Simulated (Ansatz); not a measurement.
**Elastic constants of MnSe: input and output**

Level of theory: Ansatz, DFT LDA, scalar-relativistic, plane waves, PAW.

Launched with:
```bash
ansatz run input.yaml --threads 1 --pin off --max-ram 3072MiB --backend cpu --events-out ev --progress --plain --runs-dir out
```

Input (bare energies are in eV):
```yaml
crystal:
  lattice:
    - [0.0, 2.8106525256, 2.8106525256]
    - [2.8106525256, 0.0, 2.8106525256]
    - [2.8106525256, 2.8106525256, 0.0]
  atoms:
    - { symbol: Mn, position: [0.0, 0.0, 0.0], spin: 4.13 }
    - { symbol: Se, position: [0.75, 0.75, 0.75] }
basis:
  ecutwfc: 420
kpoints:
  mp_grid: { grid: [14, 14, 14] }
hamiltonian:
  xc: lda
scf:
  occupations: { method: gaussian, width: 0.2 }
output:
  forces: true
  stress: true
  eigenvalues: true
  populations: true
magnetization:
  spin_polarized: true
elastic:
  mode: relaxed_ion
  amplitude: 0.005
```

From the output:
```
--- Elastic constants: 2 strain directions × 4 members + reference (group order 24) ---
  dense FFT box of the reference and of every strained cell: 27×27×27
  strains applied: 11, 23; error gains: componentwise 1.00 (the most a stress slope's error grows in a printed constant), spectral 1.73 (1 for all six strains in a standard setting)
  C = ∂σ_k/∂η_j (tension-positive GPa; Voigt order 11 22 33 23 13 12):
        45.258     28.809     28.809      0.000      0.000      0.000
        28.809     45.258     28.809     -0.000      0.000      0.000
        28.809     28.809     45.258     -0.000      0.000      0.000
         0.000      0.000      0.000     15.543     -0.000      0.000
        -0.000     -0.000      0.000      0.000     15.543     -0.000
        -0.000      0.000      0.000      0.000     -0.000     15.543
  reference stress σ⁰ (GPa):      0.000      0.000      0.000     -0.000      0.000      0.000
  C* (energy form; C + prestress term) asymmetry max|C*_kj − C*_jk| = 2.085e-16 GPa — a small one proves nothing (zero by symmetry where the batch's group is 432, −43m or m−3m); a large one is finite-difference/SCF noise where every solve ...
  moduli (Voigt/Reuss/Hill, GPa): K = 34.29/34.29/34.29   G = 12.62/11.46/12.04   E = 32.33   ν = 0.343
  mechanically stable: yes (min eigenvalue of sym C = 15.54 GPa)
  strain η (Voigt 11):  stress-route row diagonal C_11 = 45.26 GPa, energy-path curvature d²(F+E_count+ΔE)/dδ²/Ω₀ = 45.31 GPa
    cells at ±δ against ±2δ: C21 28.82 and 28.85 GPa, apart by 0.07 % of the column's largest entry
         δ    σ_11 (GPa) F (eV) n_scf n_hpsi n_pw
    -1.000e-2      -0.4522       -9224.4269530      13  250302    885   relax 0 steps, max|allowed force component| 3.47e-17 eV/Å
    -5.000e-3      -0.2260       -9224.4274224       6  183664    889   relax 0 steps, max|allowed force component| 4.16e-17 eV/Å
     5.000e-3       0.2266       -9224.4274219       6  160014    893   relax 0 steps, max|allowed force component| 3.47e-17 eV/Å
     1.000e-2       0.4534       -9224.4269514      11  209817    899   relax 0 steps, max|allowed force component| 3.47e-17 eV/Å
  strain η (Voigt 23):  stress-route row diagonal C_44 = 15.54 GPa, energy-path curvature d²(F+E_count+ΔE)/dδ²/Ω₀ = 15.50 GPa
    cells at ±δ against ±2δ: C44 15.55 and 15.56 GPa, apart by 0.06 % of the column's largest entry
         δ    σ_23 (GPa) F (eV) n_scf n_hpsi n_pw
    -1.000e-2      -0.1556       -9224.4273642       2  152712    893   relax 3 steps, max|allowed force component| 1.69e-5 eV/Å
    -5.000e-3      -0.0777       -9224.4275253       2  153865    893   relax 2 steps, max|allowed force component| 5.87e-6 eV/Å
     5.000e-3       0.0777       -9224.4275253       2  153690    893   relax 2 steps, max|allowed force component| 3.48e-9 eV/Å
     1.000e-2       0.1556       -9224.4273642       2  152841    893   relax 2 steps, max|allowed force component| 7.10e-6 eV/Å
--- Löwdin populations: 2 sites ---
  site symbol q [e]    m [muB]
     0     Mn     14.1348     4.1038
     1     Se     16.6728     0.2022
  spilling = 0.006206 (of n_electrons = 31.000000)
```

The run took 20 min on 1 thread of Arm Neoverse V1, on a shared host, peak memory 1 GiB.

In a metal, frequencies and elastic constants depend on the k mesh and the smearing, soft modes and shear constants most. A semilocal functional can close a gap that the real compound has.

The least eigenvalue is 15.5 GPa; in a metal on this mesh the verdict on stability isn't firm within about 20 GPa or a tenth of the bulk modulus.

This zinc-blende form isn't the usual stable structure of the compound.